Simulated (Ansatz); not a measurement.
AgTi$_{2}$CO$_{2}$:
```xyz
6
Lattice="2.9765 0.0000 0.0000 -1.4882 2.5777 0.0000 0.0000 0.0000 10.0271" Properties=species:S:1:pos:R:3 pbc="T T T"
O      0.0000     1.7185     7.7815
Ti     1.4882     0.8592     8.7345
C      0.0000     0.0000     0.0000
Ti     0.0000     1.7185     1.2926
O      1.4882     0.8592     2.2456
Ag     0.0000     0.0000     5.0136
```

Relaxed with r²SCAN+D4. Special points in fractions of this cell's reciprocal vectors: Γ (0.000, 0.000, 0.000); M (0.500, 0.000, 0.000); K (0.333, 0.333, 0.000); A (0.000, 0.000, 0.500); L (0.500, 0.000, 0.500); H (0.333, 0.333, 0.500).

Q: List the band energies nearest the Fermi level at these points for plane-wave PAW r²SCAN+D4 with spin–orbit coupling (Ansatz code).

A: In eV from the Fermi level; about four levels below and three above (degenerate sets whole), none deeper than 8.9 eV; points with the same levels are listed once.

```
k                    below                          above
-  -----------------------  -----------------------------
Γ  -0.58 -0.58 -0.56 -0.56            0.46 0.46 0.46 0.46
M  -2.05 -2.05 -0.21 -0.21            1.29 1.29 2.17 2.17
K  -3.46 -3.46 -3.25 -3.25  1.06 1.06 1.51 1.51 1.51 1.51
L  -2.05 -2.05 -0.24 -0.24            1.30 1.30 2.13 2.13
H  -3.56 -3.56 -3.26 -3.26  1.06 1.06 1.51 1.51 1.51 1.51
```

Space group P-3m1. A made-up cell: these elements were put on the sites of a structure type; neither database checked (COD, Materials Project) lists it. Whether it is the stable phase at ambient conditions was not checked. The cell was relaxed with r²SCAN+D4 under the symmetry of its start; its stability against distortions is not shown here. The run is not spin-polarised. Without spin polarisation and U, an open-shell compound can come out a false metal.

Potentials: the later of the program's two PAW sets.
